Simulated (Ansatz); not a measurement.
Total density of states per atom from plane-wave PAW LDA (Ansatz code), in 0.25 eV bins, energy from the valence-band maximum:

(E (eV), states/eV/atom): (-7.85, 0.00); (-7.60, 0.00); (-7.35, 0.00); (-7.10, 0.00); (-6.85, 0.03); (-6.60, 0.30); (-6.35, 0.53); (-6.10, 0.63); (-5.85, 0.32); (-5.60, 0.25); (-5.35, 0.21); (-5.10, 0.18); (-4.85, 0.20); (-4.60, 0.28); (-4.35, 0.27); (-4.10, 0.29); (-3.85, 0.35); (-3.60, 0.44); (-3.35, 0.43); (-3.10, 0.43); (-2.85, 0.57); (-2.60, 0.81); (-2.35, 0.62); (-2.10, 0.56); (-1.85, 0.65); (-1.60, 0.57); (-1.35, 0.69); (-1.10, 0.73); (-0.85, 0.71); (-0.60, 0.49); (-0.35, 0.35); (-0.10, 0.11); (0.15, 0.00); (0.40, 0.00); (0.65, 0.00); (0.90, 0.00); (1.15, 0.00); (1.40, 0.00); (1.65, 0.01); (1.90, 0.02); (2.15, 0.03); (2.40, 0.04); (2.65, 0.06); (2.90, 0.07); (3.15, 0.14); (3.40, 0.24); (3.65, 0.37); (3.90, 0.56); (4.15, 0.60); (4.40, 0.80); (4.65, 0.55); (4.90, 0.28); (5.15, 0.21); (5.40, 0.25); (5.65, 0.40); (5.90, 0.58)

**Question.** Which compound is it?
A) GaN, P6_3/mmc (Ga on 2d, N on 2b)
B) Ga, body-centred tetragonal
C) Mo2N, R-3m (Mo on 6c, N on 3a)
D) TaN, P-62m (Ta on 1a, Ta on 2d, N on 3f)

**Answer.** A, GaN, P6_3/mmc (Ga on 2d, N on 2b). Top 1 eV of the valence band: N 2p 89 %, Ga 4p 8 %. Bottom 1 eV of the conduction band: Ga 4s 35 %, N 2s 31 %, Ga 4p 15 %, N 2p 12 %, outside the projected shells 7 %. Projections are on Löwdin-orthogonalised atomic valence shells; empty p or d shells of many metals are not among them.

The first step of the workflow began from a Materials Project structure, measured or hypothetical; the Crystallography Open Database copy checked does not list it. It is not the phase usual at ambient conditions (space group No. 186, 216). Symmetry was held in the LDA relaxation; phonons show weakly imaginary modes. A crystal of weakly bound layers computed without a dispersion correction: the cell and the soft elastic constants depend strongly on that. Scalar-relativistic: spin–orbit coupling is off unless named, which matters more the heavier the elements.

Potentials: the earlier of the program's two PAW sets. The files were generated under PBE; for other functionals the program regenerates the frozen cores, and for LDA and PBEsol the local potential too.
